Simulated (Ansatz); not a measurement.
## InMo2C, first-principles data

InMo2C:
```yaml
crystal:
  lattice:
    - [3.09075, 0.00000, 0.00000]
    - [-1.54537, 2.67667, 0.00000]
    - [0.00000, 0.00000, 13.87436]
  atoms:
    - { symbol: In, position: [0.33333, 0.66667, 0.75000] }
    - { symbol: In, position: [0.66667, 0.33333, 0.25000] }
    - { symbol: Mo, position: [0.33333, 0.66667, 0.08063] }
    - { symbol: Mo, position: [0.66667, 0.33333, 0.58063] }
    - { symbol: Mo, position: [0.66667, 0.33333, 0.91937] }
    - { symbol: Mo, position: [0.33333, 0.66667, 0.41937] }
    - { symbol: C, position: [0.00000, 0.00000, 0.00000] }
    - { symbol: C, position: [0.00000, 0.00000, 0.50000] }
```

Space group P6_3/mmc (No. 194); conventional cell a = 3.0907 Å, b = 3.0907 Å, c = 13.8744 Å, α = 90.00°, β = 90.00°, γ = 120.00°.

Method: the program Ansatz at the PBEsol level (PAW). Geometry: relaxed at this level of theory. Other levels are named where they apply.

Cell and energy:

```json
{
 "volume_per_atom": "14.35 Å³",
 "density": "9.22 g/cm³",
 "Formation energy from the elements (no fitted shifts)": "-0.064 eV/atom"
}
```

Electronic structure:

```json
{
  "electronic_character": "metallic (no gap)",
  "Density of states at the Fermi level": "0.63 states/eV per atom (mean over ±0.08 eV)"
}
```

Mechanics:

```json
{
  "Elastic constants (relaxed ions, GPa)": "C11 = 293, C12 = 103, C13 = 141, C33 = 316, C44 = 94.8",
  "mechanical_stability": "stable (all eigenvalues of C positive)",
  "hill_bulk_and_shear_moduli": "185 and 91.0 GPa",
  "Young's modulus": "235 GPa",
  "Poisson's ratio": "0.29",
  "debye_temperature_from_the_elastic_constants": "429 K"
}
```

The start of the workflow was typed in or built on a structure type; neither database checked (COD, Materials Project) lists it. Whether it is the stable phase at ambient conditions was not checked. Symmetry was held in the PBEsol relaxation; whether a distortion lowers the energy is not shown. The run is not spin-polarised. As this level gives no gap, shear constants depend on the k-mesh and smearing (Fermi–Dirac, 0.1 eV here). The references are the lowest solids computed at this level, not always the standard phases. Spin–orbit coupling is left out wherever it is not named.

Potentials: the earlier of the program's two PAW sets. The files were generated under PBE; for other functionals the program regenerates the frozen cores, and for LDA and PBEsol the local potential too.
